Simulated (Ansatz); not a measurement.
Structure: an ordered 6-atom cell of Ga₃Sb₂P on the zincblende lattice (I-4m2), at its r2SCAN minimum. The symmetry is I-4m2 (No. 119, tetragonal); a = 4.175 Å, c = 17.734 Å in the conventional setting, 25.76 Å³ an atom. Around P lie 4 Ga at 2.45 Å; around Ga lie 2 P at 2.45 Å and 2 Sb at 2.62 Å; around Sb lie 4 Ga at 2.61–2.62 Å; around Ga lie 4 Sb at 2.61 Å.

3 runs of Ansatz on this cell differ in the functional (and in the settings that go with it). Levels are in eV from each run's valence top; v1 is the last filled band, c1 the first empty one.

Run A, mean stress 0.0 GPa (compression positive):
```
point     v2     v1    c1    c2
    Γ   0.00   0.00  0.46  0.95
    X  -2.85  -2.77  1.27  1.44
    P  -3.02  -2.83  1.76  1.77
```

Run B, mean stress +0.2 GPa (compression positive):
```
point     v2     v1    c1    c2
    Γ   0.00   0.00  0.80  1.33
    X  -2.96  -2.87  1.61  1.73
    P  -3.14  -2.94  2.06  2.12
```

Run C, mean stress +2.1 GPa (compression positive):
```
point     v2     v1    c1    c2
    Γ   0.00   0.00  0.09  0.75
    X  -2.72  -2.65  1.04  1.21
    P  -2.89  -2.71  1.51  1.52
```

Q: Match the runs to PBE, r2SCAN, HSE06.

A: A is r2SCAN, B is HSE06, C is PBE. In order of the gap: PBE 0.09, r2SCAN 0.46, HSE06 0.80 eV.

The cell comes from a prototype generator: it can be a known phase or a hypothetical one. Spin polarisation is off.

No spin-orbit coupling is included; it can move band edges with weight on the heavy atoms by tenths of an eV.

The stress of a hybrid is loosely converged in these runs.

Gaps or overlaps of about a tenth of an eV are at the limit of these meshes: between the points read a gap can be smaller or closed.
